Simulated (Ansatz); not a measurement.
All numbers below come from Ansatz, DFT PBE, scalar-relativistic, plane waves, PAW. All cells share a 420 eV cutoff and Γ-centred k meshes spaced at most about 0.3 Å⁻¹ (about 0.25 or finer for metals, 2π included). No spin polarisation in the final relaxations.

Temperature and zero-point effects are left out.

Compare these two cells of Ca3Si2N, each relaxed at this level.

A. Space group Fmmm (No. 69), orthorhombic, a = 4.940 Å, b = 10.197 Å, c = 15.067 Å. Around Ca on a site of symmetry mm2 lies 1 N at 2.22 Å; Ca on a site of symmetry mmm has 2 N at 2.47 Å and 4 Si at 2.83 Å; around Si lie 2 Si at 2.47 Å, 2 Ca at 2.83 Å and 2 N at 2.83 Å; N has 2 Ca at 2.22 Å, 2 Ca at 2.47 Å and 4 Si at 2.83 Å.

B. Space group P-6m2 (No. 187), hexagonal, a = 4.821 Å, c = 6.366 Å. Ca on its first site is surrounded by 3 Ca at 2.78 Å, 6 Si at 3.04 Å and 2 N at 3.18 Å; around Ca on its second site lie 3 N at 2.78 Å, 2 Ca at 3.18 Å and 6 Si at 3.41 Å; Ca on its third site is surrounded by 3 Ca at 2.78 Å, 6 Si at 3.04 Å and 2 Ca at 3.18 Å; Si is surrounded by 1 Si at 2.42 Å, 6 Ca at 3.04 Å, 3 N at 3.41 Å and 3 Ca at 3.41 Å; N is surrounded by 3 Ca at 2.78 Å, 2 Ca at 3.18 Å and 6 Si at 3.41 Å.

Question: Which form is favoured at zero pressure, and by what margin per atom?

Answer: A is lower, by 246 meV/atom. A has space group Fmmm (No. 69), 31.6 Å³/atom and no gap on its mesh; B has space group P-6m2 (No. 187), 21.4 Å³/atom and no gap. Counting Ca or Si atoms around N (for each partner element, those within 1.25 times its shortest distance or 1.15 times the sum of covalent radii, where it is the nearest in units of that sum or under 1.3; a plus sign parts groups by distance over the sum of covalent radii), A has N 4 and B has N 3+2. A holds Si–Si chains (shortest 2.47 Å); B holds Si–Si pairs (shortest 2.42 Å). The lower one is the more open, so pressure narrows the difference. Even the lower one lies +0.24 eV/atom against the reference forms of the elements (uncorrected), so neither is stable at this level. Both come from invented guesses. A third cell relaxed alike, in P4mm, lies 0.34 eV/atom below the lower of the two.

Cells relaxed within their symmetry can be saddle points.
